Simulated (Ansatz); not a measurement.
## Hf: frozen-core PAW against all-electron methods

```
CELL_PARAMETERS angstrom
3.19670 0.04795 0.04795
-1.55682 2.74445 0.01755
0.07587 0.07587 5.05780
ATOMIC_POSITIONS crystal
Hf 0.33333 0.66667 0.25000
Hf 0.66667 0.33333 0.75000
```

Atom numbers follow the list: Hf1, Hf2.

The conventional cell has a = 3.155 Å, b = 3.197 Å, c = 5.059 Å, α = 91.73°, β = 90.64°, γ = 118.70°. Hf (atom 1) has 12 Hf at 3.08 to 3.24 Å as nearest neighbours.

The cell comes from COD entry 9008501, which wasn't checked; take it as a given geometry. The listed cell was then made from it by scaling, straining or moving an atom.

No spin–orbit coupling, which matters for the heavy atoms here.

Levels of theory: DFT, PBEsol, PAW with Ansatz's default frozen-core files, scalar-relativistic (Ansatz 0.2.0); DFT, PBEsol, all-electron LAPW, scalar-relativistic (Ansatz 0.2.0).

For PAW: a Γ-centred 13×13×7 k mesh, Fermi–Dirac smearing of 0.05 eV, cutoff 420 eV, no spin polarisation; the PAW files were made with PBE, and the program remakes their frozen cores for this functional. LAPW targets a basis error of 0.5 meV/atom. The Ansatz runs share mesh, smearing and spin set-up. Plane-wave (PAW) pressures include the program's estimate of the Pulay term.

Stress and pressure are positive in compression.

The change that made this cell: equal xy, yz and zx engineering shear strains of +3 %.

PAW results:

```csv
quantity,PAW
pressure (GPa),-3.68
stress xx (GPa),-3.67
stress yy (GPa),-3.58
stress zz (GPa),-3.80
stress yz (GPa),-1.36
stress xz (GPa),-1.36
stress xy (GPa),-1.86
"force on Hf1, x (eV/Å)",-0.064
```

Q: What does full-potential LAPW give for the same quantities?

A: 
```json
{"quantity": "pressure (GPa)", "LAPW": "-3.66"}
{"quantity": "stress xx (GPa)", "LAPW": "-3.64"}
{"quantity": "stress yy (GPa)", "LAPW": "-3.55"}
{"quantity": "stress zz (GPa)", "LAPW": "-3.77"}
{"quantity": "stress yz (GPa)", "LAPW": "-1.36"}
{"quantity": "stress xz (GPa)", "LAPW": "-1.36"}
{"quantity": "stress xy (GPa)", "LAPW": "-1.86"}
{"quantity": "force on Hf1, x (eV/Å)", "LAPW": "-0.064"}
```
